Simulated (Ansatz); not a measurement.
BW:
```cif
data_B8W8
_chemical_formula_sum 'B8 W8'
_space_group_name_H-M_alt 'I41/amd :1'
_space_group_IT_number 141
_space_group_name_Hall 'I 4bw 2bw -1bw'
_cell_length_a 3.11989
_cell_length_b 3.11989
_cell_length_c 16.85916
_cell_angle_alpha 90.000
_cell_angle_beta 90.000
_cell_angle_gamma 90.000
loop_
_atom_site_label
_atom_site_type_symbol
_atom_site_symmetry_multiplicity
_atom_site_Wyckoff_symbol
_atom_site_fract_x
_atom_site_fract_y
_atom_site_fract_z
_atom_site_occupancy
B1 B 8 e 0.00000 0.00000 0.34372 1
W1 W 8 e 0.00000 0.00000 0.19694 1
```
(The calculation used a cell of 8 atoms; values per cell refer to that cell.)

Relaxed with PBEsol.

**Question.** Which orbitals make up the states near the Fermi level in plane-wave PAW PBEsol (Ansatz code)?

**Answer.** Within 0.5 eV of the Fermi level: W 5d 82 %, B 2p 13 %. Projections are on Löwdin-orthogonalised atomic valence shells; empty p or d shells of many metals are not among them.

**Question.** Tabulate the density of states.

**Answer.** States/eV per cell of 8 atoms, in 0.25 eV bins, energy from the Fermi level.

```csv
E (eV),total,W 5d,B 2p,B 2s
-7.85,1.55,0.55,0.60,0.22
-7.60,2.06,0.72,0.84,0.24
-7.35,2.06,0.79,0.86,0.18
-7.10,2.22,0.86,0.95,0.16
-6.85,3.24,1.38,1.33,0.18
-6.60,3.48,1.53,1.43,0.17
-6.35,3.93,1.76,1.67,0.17
-6.10,3.98,1.87,1.70,0.15
-5.85,4.08,1.99,1.68,0.18
-5.60,2.55,1.29,1.00,0.14
-5.35,5.08,2.55,2.12,0.18
-5.10,6.28,3.29,2.58,0.15
-4.85,6.92,4.02,2.51,0.15
-4.60,9.16,5.49,3.13,0.22
-4.35,5.75,3.54,1.76,0.16
-4.10,3.99,2.78,0.90,0.04
-3.85,5.20,3.72,1.08,0.04
-3.60,5.35,3.75,1.17,0.06
-3.35,5.66,4.02,1.20,0.09
-3.10,3.17,2.48,0.50,0.04
-2.85,2.74,2.32,0.31,0.03
-2.60,1.96,1.69,0.20,0.02
-2.35,1.85,1.60,0.18,0.02
-2.10,1.54,1.30,0.17,0.03
-1.85,1.45,1.22,0.17,0.02
-1.60,2.05,1.74,0.23,0.02
-1.35,2.36,2.02,0.27,0.02
-1.10,2.61,2.25,0.28,0.02
-0.85,2.59,2.23,0.28,0.02
-0.60,2.41,2.05,0.29,0.01
-0.35,2.49,2.05,0.35,0.02
-0.10,2.27,1.89,0.30,0.01
0.15,2.44,2.01,0.31,0.02
0.40,2.85,2.31,0.38,0.04
0.65,3.24,2.65,0.42,0.05
0.90,4.56,3.84,0.48,0.07
1.15,4.42,3.72,0.49,0.06
1.40,4.60,3.86,0.52,0.07
1.65,5.71,4.78,0.65,0.11
1.90,5.45,4.53,0.64,0.12
2.15,5.61,4.66,0.64,0.13
2.40,6.54,5.36,0.82,0.15
2.65,6.90,5.52,1.01,0.14
2.90,3.31,2.41,0.71,0.08
3.15,2.13,1.48,0.51,0.06
3.40,1.79,1.16,0.48,0.07
3.65,2.07,1.19,0.61,0.16
3.90,3.30,1.59,0.99,0.50
4.15,3.92,1.68,0.98,0.85
4.40,3.42,1.46,0.85,0.75
4.65,3.11,1.35,0.92,0.52
```

Space group I4_1/amd. The first step of the workflow began from a Materials Project structure, measured or hypothetical; the Crystallography Open Database files this formula in space group No. 141, but the cells were not matched. Its standing as an ambient phase is unchecked. The cell was relaxed with PBEsol under the symmetry of its start; its stability against distortions is not shown here. The run is not spin-polarised. Spin–orbit coupling is left out wherever it is not named.

Potentials: the later of the program's two PAW sets.
